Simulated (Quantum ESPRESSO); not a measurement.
## TiTa3Hf2Ag2 (one composition in several site orders)

A calculation, not a measurement. The program is pw.x of Quantum ESPRESSO 7.5 (plane-wave density functional theory). The cell is made up: eight metal atoms on a hexagonal close-packed lattice, with elements, volume, strain and displacements drawn at random and not relaxed, so it may be unstable or far from any real phase. PseudoDojo standard norm-conserving files set the functional (PBE unless stated); there is no spin polarisation or spin-orbit coupling, the Fermi-Dirac width of 0.25 eV means electrons at about 2900 K, and the masses in the input are unused placeholders. Heavy elements are run without spin-orbit coupling, which real alloys of them have. A spin test at this wide smearing found no moment, but such smearing suppresses magnetism that the real alloy may have.

The runs put one composition on the sites in different orders. Cell, positions, cutoff, mesh and smearing stay as in the input of run 1; sites are counted in its order. Stress in the tables is positive in tension.

Input of run 1:

```
&control calculation='scf', pseudo_dir='./dojo.nc.sr.pbe.v0_5.standard.upf', outdir='./o', disk_io='minimal', tprnfor=.true., tstress=.true. /
&system ibrav=0, nat=8, ntyp=4, nbnd=73, ecutwfc=84.00895049, nosym=.true., tot_charge=0,
 occupations='smearing', smearing='fd', degauss=0.0183746611
/
&electrons conv_thr=1.470e-08, electron_maxstep=70, mixing_beta=0.5 /
ATOMIC_SPECIES
Ag 1.0 Ag.upf
Hf 1.0 Hf.upf
Ta 1.0 Ta.upf
Ti 1.0 Ti.upf
CELL_PARAMETERS angstrom
-2.9161 -0.0306 -0.037
-0.0089 4.9218 -4.865
-0.1148 -4.9956 -4.9415
ATOMIC_POSITIONS angstrom
Ti -0.0185 0.0095 -0.044
Ta -0.0559 1.5714 -2.5112
Hf 0.0139 -0.1119 -4.8205
Ag -0.0654 1.5916 -7.301
Ta -1.608 -0.849 -2.4598
Ta -1.6048 -2.5491 -4.9419
Ag -1.5865 -0.913 -7.3652
Hf -1.5379 2.2922 -4.8809
K_POINTS automatic
8 4 4 1 1 1
```

| run | elements on sites 1 to 8 | free energy less that of run 1 (eV) | -TS (eV) | pressure (GPa) | stress xx (GPa) | stress yy (GPa) | stress zz (GPa) | stress yz (GPa) | stress xz (GPa) | stress xy (GPa) | iterations |
| --- | --- | --- | --- | --- | --- | --- | --- | --- | --- | --- | --- |
| 1 | Ti Ta Hf Ag Ta Ta Ag Hf | 0.000 | -1.685 | 13.95 | -12.51 | -16.60 | -12.75 | 1.18 | 0.55 | 1.08 | 21 |
| 2 | Ti Hf Ag Ta Ag Hf Ta Ta | -0.182 | -1.655 | 13.15 | -12.86 | -16.59 | -10.01 | 0.98 | 0.75 | 1.52 | 21 |
| 3 | Hf Ta Hf Ta Ag Ag Ta Ti | -0.488 | -1.557 | 12.57 | -11.81 | -15.35 | -10.55 | 1.86 | 0.64 | 1.90 | 21 |
| 4 | Ta Ti Hf Ag Ta Hf Ag Ta | -0.066 | -1.663 | 12.90 | -11.50 | -15.19 | -12.00 | -0.96 | 0.22 | 1.58 | 21 |
| 5 | Hf Ta Ag Ta Hf Ta Ag Ti | -0.032 | -1.612 | 13.73 | -13.04 | -18.17 | -9.99 | -0.19 | 0.30 | 2.58 | 19 |
| 6 | Hf Ag Hf Ta Ti Ta Ag Ta | -0.170 | -1.708 | 12.48 | -11.10 | -14.71 | -11.63 | 0.25 | 0.19 | 2.07 | 21 |

Forces Fx Fy Fz (eV/Å):

| site | run 1 | run 2 | run 3 | run 4 | run 5 | run 6 |
| --- | --- | --- | --- | --- | --- | --- |
| 1 | -0.16 0.09 0.45 | -0.24 -0.95 0.57 | -0.24 -0.75 0.51 | 0.00 -1.04 0.46 | -0.45 -0.28 1.51 | -0.36 -0.59 0.58 |
| 2 | -0.15 0.80 1.81 | -0.15 0.63 0.61 | -0.22 1.54 0.31 | -0.16 0.68 0.46 | -0.33 1.69 0.33 | -0.09 0.73 0.75 |
| 3 | -0.57 -1.09 -1.72 | -0.62 0.05 -0.43 | -0.70 0.08 -0.58 | -0.68 0.51 -1.34 | -0.56 0.35 -1.17 | -0.75 -0.16 -0.83 |
| 4 | -0.21 -0.47 -0.54 | -0.20 -0.36 0.21 | -0.24 -0.35 -0.13 | -0.22 -0.40 -0.13 | -0.13 -0.26 -0.01 | -0.22 0.75 -0.39 |
| 5 | 0.30 -0.64 1.03 | 0.53 -0.70 0.19 | 0.64 -1.10 0.41 | 0.36 -0.29 1.08 | 0.88 -1.19 -0.62 | 0.65 -0.72 0.30 |
| 6 | 0.38 -0.90 0.10 | 0.27 -0.54 0.36 | 0.35 -0.24 0.01 | 0.37 -1.15 0.09 | 0.24 -0.28 -0.07 | 0.26 -0.59 0.06 |
| 7 | 0.14 0.28 -0.39 | 0.30 0.59 -0.60 | 0.26 0.33 -0.41 | 0.13 -0.09 -0.42 | 0.06 -0.07 0.15 | 0.21 -0.44 -0.18 |
| 8 | 0.29 1.92 -0.74 | 0.11 1.29 -0.90 | 0.14 0.48 -0.11 | 0.19 1.77 -0.20 | 0.29 0.04 -0.11 | 0.30 1.02 -0.29 |

The sites are displaced and not relaxed, so the energy differences mix bonding between neighbours with strain and are not ordering energies. A rerun of one cell of this series at a higher cutoff and on a denser mesh moved values by no more than 0.005 eV in energy, 0.07 GPa in stress and 0.004 eV/Å in force, and a second program with other atomic files agreed on that cell to 2 % rms in force and 0.5 GPa in pressure.